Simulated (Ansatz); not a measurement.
TePb (rock salt, Fm-3m) under volume change, r²SCAN in the plane-wave PAW code Ansatz, scaled uniformly.

```csv
V (Å³/atom),E − E(relaxed) (meV/atom),P (GPa)
31.757,44.0,4.90
32.804,18.4,2.99
33.851,4.3,1.37
34.897,0.0,0.00
35.944,[?],[?]
36.991,14.9,-2.16
38.038,[?],[?]
```

### Question
What belongs in the gaps?

### Answer

- 35.944, E − E(relaxed) (meV/atom): 3.9
- 35.944, P (GPa): -1.17
- 38.038, E − E(relaxed) (meV/atom): 31.8
- 38.038, P (GPa): -3.00

### Question
What does a third-order Birch–Murnaghan fit give for V₀, B₀ and B′?

### Answer
V₀ = 34.90 Å³/atom, B₀ = 42.1 GPa, B′ = 4.5.

The r²SCAN relaxation kept the symmetry of its start. Spin–orbit coupling is left out wherever it is not named.

Potentials: the earlier of the program's two PAW sets.
